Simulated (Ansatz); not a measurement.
An Ansatz (a program for electronic structure) run. Input:

Ansatz 0.2 input:
```yaml
crystal:
  lattice:
    - [2.9616377657, 0.0, 0.0]
    - [0.0, 2.9616377657, 0.0]
    - [0.0, 0.0, 2.9616377657]
  atoms:
    - { symbol: Cu, position: [0.0, 0.0, 0.0] }
    - { symbol: Pd, position: [0.5, 0.5, 0.5] }
kpoints:
  mp_grid: { grid: [29, 29, 29] }
hamiltonian:
  xc: pbesol
  pseudopotentials: { kind: paw }
scf:
  occupations: { method: fermi_dirac, width: 0.1 }
elastic: { mode: relaxed_ion, stencil: two_point, amplitude: 0.005, f_tol: 0.0005 }
```

Output (shortened):

```
Pseudopotential: Cu, paw, valence charge 19
Pseudopotential: Pd, paw, valence charge 18
Functional definition: PBEsol
Crystal: 2 atoms, lattice volume = 25.977 Å³
Basis set: ecut = 420 eV, 485 PW (Γ), exchange–correlation on 40×40×40 points (8 copies of the dense FFT grid, shifted against one another)
Bands: 23, of which v1, the nominal top of the filled ones, is band 19 counted from 1 (18 counted from 0)
Symmetry: 48 space group operations
Space group: Pm-3m (ITA 221), of the structure as read, at distance tolerance 3.0e-5 Å
k-points: 680 of 24389
SCF iter   1: F=—  HF=-13495.670613 eV  |F-HF|=—  |Δ(HF+E_count)|=         —  Δρ=1.52e-2  dr2=3.56e-2  ethr=1.77e-3  ⟨swp⟩=5.5  Hψ=65097  notcnv=0
preconditioner: auto → none
SCF iter   2: F=—  HF=-13495.663761 eV  |F-HF|=—  |Δ(HF+E_count)|=   6.85e-3  Δρ=4.96e-3  dr2=5.58e-3  ethr=9.63e-5  ⟨swp⟩=2.4  Hψ=29775  notcnv=0  defer=2
SCF iter   3: F=—  HF=-13495.662537 eV  |F-HF|=—  |Δ(HF+E_count)|=   1.22e-3  Δρ=9.96e-4  dr2=1.17e-4  ethr=1.51e-5  ⟨swp⟩=2.4  Hψ=24009  notcnv=0  defer=2
SCF iter   4: F=—  HF=-13495.662504 eV  |F-HF|=—  |Δ(HF+E_count)|=   3.31e-5  Δρ=2.10e-4  dr2=1.03e-5  ethr=3.17e-7  ⟨swp⟩=1.7  Hψ=20097  notcnv=0  defer=2
SCF iter   5: F=—  HF=-13495.662475 eV  |F-HF|=—  |Δ(HF+E_count)|=   2.98e-5  Δρ=2.66e-5  dr2=1.27e-7  ethr=2.79e-8  ⟨swp⟩=2.1  Hψ=21350  notcnv=0  defer=2
SCF iter   6: F=—  HF=-13495.662472 eV  |F-HF|=—  |Δ(HF+E_count)|=   2.40e-6  Δρ=1.54e-6  dr2=3.83e-10  ethr=3.42e-10  ⟨swp⟩=2.2  Hψ=22808  notcnv=0  defer=2
SCF iter   7: F=—  HF=-13495.662472 eV  |F-HF|=—  |Δ(HF+E_count)|=  3.82e-11  Δρ=1.25e-7  dr2=9.17e-13  ethr=1.03e-12  ⟨swp⟩=2.1  Hψ=26770  notcnv=0  defer=2
SCF iter   8: F=-13495.662472 eV  HF=-13495.662472 eV  |F-HF|=1.82e-12  |Δ(HF+E_count)|=  3.64e-12  Δρ=6.37e-9  dr2=3.96e-15  ethr=1.00e-12  ⟨swp⟩=4.3  Hψ=56386  notcnv=0
SCF 1 converged in 8 iterations: F = -13495.662472 eV  dr2 = 3.96e-15
Crystal: 2 atoms, lattice volume = 25.848 Å³
Symmetry: 16 space group operations
k-points: 1800 of 24389
iter 1 solved again at ethr=7.78e-7 eV; its pass at ethr=3.10e-3 eV (dr2=2.88e-4 eV) is discarded
SCF iter   1: F=—  HF=-13495.662079 eV  |F-HF|=—  |Δ(HF+E_count)|=         —  Δρ=1.04e-3  dr2=2.42e-4  ethr=7.78e-7  ⟨swp⟩=2.7  Hψ=199856  notcnv=0  defer=31
preconditioner: auto → none
SCF iter   2: F=—  HF=-13495.662025 eV  |F-HF|=—  |Δ(HF+E_count)|=   5.46e-5  Δρ=2.89e-4  dr2=1.64e-5  ethr=6.53e-7  ⟨swp⟩=2.6  Hψ=59551  notcnv=0  defer=31
SCF iter   3: F=—  HF=-13495.661995 eV  |F-HF|=—  |Δ(HF+E_count)|=   2.98e-5  Δρ=1.07e-4  dr2=1.95e-6  ethr=4.43e-8  ⟨swp⟩=2.2  Hψ=64330  notcnv=0  defer=31
SCF iter   4: F=—  HF=-13495.661993 eV  |F-HF|=—  |Δ(HF+E_count)|=   1.73e-6  Δρ=2.12e-5  dr2=7.61e-8  ethr=5.28e-9  ⟨swp⟩=2.6  Hψ=62559  notcnv=0  defer=31
SCF iter   5: F=—  HF=-13495.661993 eV  |F-HF|=—  |Δ(HF+E_count)|=   1.48e-9  Δρ=3.65e-6  dr2=1.43e-9  ethr=2.06e-10  ⟨swp⟩=1.3  Hψ=44827  notcnv=0  defer=31
SCF iter   6: F=—  HF=-13495.661993 eV  |F-HF|=—  |Δ(HF+E_count)|=  3.27e-11  Δρ=4.52e-7  dr2=2.69e-11  ethr=3.87e-12  ⟨swp⟩=2.1  Hψ=63360  notcnv=0  defer=31
SCF iter   7: F=—  HF=-13495.661993 eV  |F-HF|=—  |Δ(HF+E_count)|=  5.46e-12  Δρ=9.72e-8  dr2=1.10e-12  ethr=7.27e-14 (applied; sched 1.00e-12)  ⟨swp⟩=2.0  Hψ=65554  notcnv=0  defer=151
SCF iter   8: F=-13495.661993 eV  HF=-13495.661993 eV  |F-HF|=0.00e0  |Δ(HF+E_count)|=  1.82e-12  Δρ=7.83e-9  dr2=5.59e-15  ethr=1.00e-12  ⟨swp⟩=4.0  Hψ=145940  notcnv=0
SCF 2 converged in 8 iterations: F = -13495.661993 eV  dr2 = 5.59e-15
Crystal: 2 atoms, lattice volume = 26.107 Å³
iter 1 solved again at ethr=5.28e-9 eV; its pass at ethr=3.10e-3 eV (dr2=1.95e-6 eV) is discarded
SCF iter   1: F=—  HF=-13495.662099 eV  |F-HF|=—  |Δ(HF+E_count)|=         —  Δρ=5.99e-4  dr2=1.95e-6  ethr=5.28e-9  ⟨swp⟩=2.1  Hψ=190384  notcnv=0  defer=5
preconditioner: auto → none
SCF iter   2: F=—  HF=-13495.662108 eV  |F-HF|=—  |Δ(HF+E_count)|=   9.79e-6  Δρ=2.99e-4  dr2=4.85e-7  ethr=5.28e-9  ⟨swp⟩=1.0  Hψ=41248  notcnv=0  defer=5
SCF iter   3: F=—  HF=-13495.662117 eV  |F-HF|=—  |Δ(HF+E_count)|=   9.01e-6  Δρ=6.88e-6  dr2=7.13e-9  ethr=1.31e-9  ⟨swp⟩=1.0  Hψ=41248  notcnv=0  defer=5
SCF iter   4: F=—  HF=-13495.662117 eV  |F-HF|=—  |Δ(HF+E_count)|=   1.82e-9  Δρ=5.46e-7  dr2=2.64e-11  ethr=1.93e-11  ⟨swp⟩=2.0  Hψ=61866  notcnv=0  defer=5
SCF iter   5: F=—  HF=-13495.662117 eV  |F-HF|=—  |Δ(HF+E_count)|=  5.46e-12  Δρ=1.90e-7  dr2=5.57e-12  ethr=7.14e-14 (applied; sched 1.00e-12)  ⟨swp⟩=2.0  Hψ=72773  notcnv=0  defer=152
SCF iter   6: F=-13495.662117 eV  HF=-13495.662117 eV  |F-HF|=5.46e-12  |Δ(HF+E_count)|=  3.64e-12  Δρ=2.77e-8  dr2=8.11e-14  ethr=1.00e-12  ⟨swp⟩=3.0  Hψ=156067  notcnv=0
SCF 3 converged in 6 iterations: F = -13495.662117 eV  dr2 = 8.11e-14
Crystal: 2 atoms, lattice volume = 25.977 Å³
Symmetry: 8 space group operations
k-points: 3375 of 24389
iter 1 solved again at ethr=1.29e-7 eV; its pass at ethr=3.10e-3 eV (dr2=4.78e-5 eV) is discarded
SCF iter   1: F=—  HF=-13495.662261 eV  |F-HF|=—  |Δ(HF+E_count)|=         —  Δρ=5.74e-4  dr2=1.25e-5  ethr=1.29e-7  ⟨swp⟩=3.0  Hψ=376460  notcnv=0  defer=87
preconditioner: auto → none
SCF iter   2: F=—  HF=-13495.662247 eV  |F-HF|=—  |Δ(HF+E_count)|=   1.35e-5  Δρ=2.57e-4  dr2=1.45e-6  ethr=3.38e-8  ⟨swp⟩=2.0  Hψ=120931  notcnv=0  defer=87
SCF iter   3: F=—  HF=-13495.662248 eV  |F-HF|=—  |Δ(HF+E_count)|=   3.23e-7  Δρ=4.82e-5  dr2=3.42e-8  ethr=3.93e-9  ⟨swp⟩=1.9  Hψ=113167  notcnv=0  defer=87
SCF iter   4: F=—  HF=-13495.662248 eV  |F-HF|=—  |Δ(HF+E_count)|=   1.75e-7  Δρ=2.83e-6  dr2=9.30e-10  ethr=9.23e-11  ⟨swp⟩=1.3  Hψ=84574  notcnv=0  defer=87
SCF iter   5: F=—  HF=-13495.662248 eV  |F-HF|=—  |Δ(HF+E_count)|=  1.53e-10  Δρ=6.56e-7  dr2=2.39e-11  ethr=2.51e-12  ⟨swp⟩=2.0  Hψ=130487  notcnv=0  defer=87
SCF iter   6: F=—  HF=-13495.662248 eV  |F-HF|=—  |Δ(HF+E_count)|=  2.00e-11  Δρ=1.13e-7  dr2=6.03e-13  ethr=6.46e-14 (applied; sched 1.00e-12)  ⟨swp⟩=2.1  Hψ=107028  notcnv=0  defer=304
SCF iter   7: F=-13495.662248 eV  HF=-13495.662248 eV  |F-HF|=0.00e0  |Δ(HF+E_count)|=  1.82e-12  Δρ=1.53e-8  dr2=3.88e-14  ethr=1.00e-12  ⟨swp⟩=4.0  Hψ=272627  notcnv=0
SCF 4 converged in 7 iterations: F = -13495.662248 eV  dr2 = 3.88e-14
Crystal: 2 atoms, lattice volume = 25.977 Å³
iter 1 solved again at ethr=2.85e-9 eV; its pass at ethr=3.10e-3 eV (dr2=1.06e-6 eV) is discarded
SCF iter   1: F=—  HF=-13495.662254 eV  |F-HF|=—  |Δ(HF+E_count)|=         —  Δρ=4.43e-4  dr2=1.05e-6  ethr=2.85e-9  ⟨swp⟩=1.9  Hψ=341171  notcnv=0  defer=20
preconditioner: auto → none
SCF iter   2: F=—  HF=-13495.662243 eV  |F-HF|=—  |Δ(HF+E_count)|=   1.03e-5  Δρ=2.22e-4  dr2=2.63e-7  ethr=2.85e-9  ⟨swp⟩=1.0  Hψ=77320  notcnv=0  defer=20
SCF iter   3: F=—  HF=-13495.662248 eV  |F-HF|=—  |Δ(HF+E_count)|=   4.61e-6  Δρ=6.07e-6  dr2=5.02e-9  ethr=7.10e-10  ⟨swp⟩=1.0  Hψ=77320  notcnv=0  defer=20
SCF iter   4: F=—  HF=-13495.662248 eV  |F-HF|=—  |Δ(HF+E_count)|=   1.25e-9  Δρ=4.48e-7  dr2=2.18e-11  ethr=1.36e-11  ⟨swp⟩=2.1  Hψ=114794  notcnv=0  defer=20
SCF iter   5: F=—  HF=-13495.662248 eV  |F-HF|=—  |Δ(HF+E_count)|=  3.64e-12  Δρ=1.28e-7  dr2=1.55e-12  ethr=5.90e-14 (applied; sched 1.00e-12)  ⟨swp⟩=2.3  Hψ=128053  notcnv=0  defer=304
SCF iter   6: F=-13495.662248 eV  HF=-13495.662248 eV  |F-HF|=3.64e-12  |Δ(HF+E_count)|=  7.28e-12  Δρ=2.24e-8  dr2=8.39e-14  ethr=1.00e-12  ⟨swp⟩=3.0  Hψ=293376  notcnv=0
SCF 5 converged in 6 iterations: F = -13495.662248 eV  dr2 = 8.39e-14
SCF converged after 8 iterations
Free energy (F): -13495.662472 eV
Harris-Foulkes:  -13495.662472 eV  (|F-HF|=1.82e-12)
Internal energy: -13495.614590 eV  (E = F + TS)
E sigma→0 (E₀):  -13495.638531 eV
Entropy (-TS):   -0.047882 eV (-23.941 meV/atom)
Fermi energy:    18.497256 eV
--- Per-component energies (eV) ---
  E_band       = -469.871215
  E_kinetic    = 814.956315
  E_local      = -5802.366093  (includes V_loc(G=0)·N_el)
  E_nonlocal   = 612.358993
  E_hartree    = 2506.671640
  E_xc         = -257.040826
  E_vxc        = -327.011309  (∫ρ·V_xc dr)
  E_paw        = -5312.406072  (= ΣΔE_a)
  E_vpaw       = -781.152977  (= ΣTr[D̂ρ^β])
  E_aug_tail   = 0.000569  (compensation charges beyond the density's cutoff)
  E_ewald      = -6058.297843
  E_core_change = 0.508726  (= ΣΔE_core)
  E_smearing   = -0.047882  (= −TS)
  E_closure    =  0.000000  (closes the sum)
  Σ components = -13495.662472   (vs F -13495.662472, Δ=0.00e0)
  [band-id]    e_kinetic+e_local+e_nonlocal+2·e_hartree+e_vxc+e_vpaw+e_augmentation_tail = -469.871220   (vs E_band -469.871215, Δ=-5.11e-6)
--- Forces (eV/Å), atoms counted from 1 ---
  atom   1  Cu     0.00000000     0.00000000     0.00000000
  atom   2  Pd     0.00000000     0.00000000     0.00000000
  max |Σ_I F_I| component: 0.0 eV/Å
--- Stress (GPa, compression-positive) ---
        0.070975       0.000000       0.000000
        0.000000       0.070975       0.000000
        0.000000       0.000000       0.070975
  P = ⅓ Tr σ = 0.0710 GPa (0.710 kbar)
--- Band table (eV; the first three rows and the last of 680) ---
  k-point 0: bands = ["-93.0132", "-65.3580", "-50.5398", "-50.5398", "-50.5398", "-31.0673", "-31.0673", "-31.0673", "10.4001", "13.7244", "13.7244", "15.9180", "15.9180", "15.9180", "17.3096", "17.3096", "18.3174", "18.3174", "18.3174", "27.4250", …
  k-point 1: bands = ["-93.0132", "-65.3579", "-50.5399", "-50.5398", "-50.5398", "-31.0686", "-31.0673", "-31.0673", "10.4237", "13.7339", "13.7367", "15.9177", "15.9177", "15.9243", "17.2997", "17.3136", "18.2942", "18.2942", "18.3104", "27.2703", …
  k-point 2: bands = ["-93.0132", "-65.3577", "-50.5402", "-50.5398", "-50.5398", "-31.0721", "-31.0670", "-31.0670", "10.4942", "13.7623", "13.7731", "15.9168", "15.9168", "15.9430", "17.2700", "17.3255", "18.2266", "18.2266", "18.2896", "26.8460", …
  k-point 679: bands = ["-93.0117", "-65.3379", "-50.5475", "-50.5475", "-50.5475", "-31.1497", "-31.1497", "-31.1497", "14.3708", "14.3852", "14.3852", "15.7173", "15.7173", "15.7197", "17.1925", "17.1925", "18.2281", "18.2281", "24.9006", "26.1440", …
--- Elastic constants: 2 strain directions × 2 members + reference (group order 48) ---
  dense FFT box of the reference and of every strained cell: 20×20×20
  strains applied: 11, 23; error gains: componentwise 1.00 (the most a stress slope's error grows in a printed constant), spectral 1.73 (1 for all six strains …
  C = ∂σ_k/∂η_j (tension-positive GPa; Voigt order 11 22 33 23 13 12):
       205.312    174.965    174.965      0.000      0.000      0.000
       174.965    205.312    174.965      0.000      0.000      0.000
       174.965    174.965    205.312      0.000      0.000      0.000
         0.000      0.000      0.000    110.102      0.000      0.000
         0.000      0.000      0.000      0.000    110.102      0.000
         0.000      0.000      0.000      0.000      0.000    110.102
  reference stress σ⁰ (GPa):     -0.071     -0.071     -0.071      0.000      0.000      0.000
  C* (energy form; C + prestress term) asymmetry max|C*_kj − C*_jk| = 8.527e-14 GPa — a small one proves nothing (zero by symmetry where the batch's group is …
  moduli (Voigt/Reuss/Hill, GPa): K = 185.08/185.08/185.08   G = 72.13/31.44/51.78   E = 142.10   ν = 0.372
  mechanically stable: yes (min eigenvalue of sym C = 30.35 GPa)
  where every solve meets its electron count the energy-path curvature estimates C_jj along a normal strain and C_jj − ¼(σ⁰_aa + σ⁰_bb) along a shear (ab), of …
  strain η (Voigt 11):  stress-route row diagonal C_11 = 205.31 GPa, energy-path curvature d²(F+E_count+ΔE)/dδ²/Ω₀ = 205.72 GPa
         δ    σ_11 (GPa)             F (eV)   n_scf  n_hpsi   n_pw
    -5.000e-3      -1.1177      -13495.6619933       8  735059    520   relax 0 steps, max|allowed force component| 0.0 eV/Å
     5.000e-3       0.9354      -13495.6621173       6  592656    525   relax 0 steps, max|allowed force component| 0.0 eV/Å
  strain η (Voigt 23):  stress-route row diagonal C_44 = 110.10 GPa, energy-path curvature d²(F+E_count+ΔE)/dδ²/Ω₀ = 110.62 GPa
         δ    σ_23 (GPa)             F (eV)   n_scf  n_hpsi   n_pw
    -5.000e-3      -0.5505      -13495.6622478       7  1259770    522   relax 0 steps, max|allowed force component| 0.0 eV/Å
     5.000e-3       0.5505      -13495.6622478       6  1086574    522   relax 0 steps, max|allowed force component| 0.0 eV/Å
```

Cost: roughly 5 core-minutes on shared cores.

The first step of the workflow began from a Materials Project structure, measured or hypothetical; the Crystallography Open Database files this formula in space group No. 221, but the cells were not matched. Whether it is the stable phase at ambient conditions was not checked. The cell was relaxed with PBEsol under the symmetry of its start; of distortions, only those at the zone centre were tested. No spin polarisation was allowed. As this level gives no gap, shear constants depend on the k-mesh and smearing (Fermi–Dirac, 0.1 eV here). Spin–orbit coupling is left out wherever it is not named.

Potentials: the later of the program's two PAW sets.

Ansatz is a plane-wave DFT program.
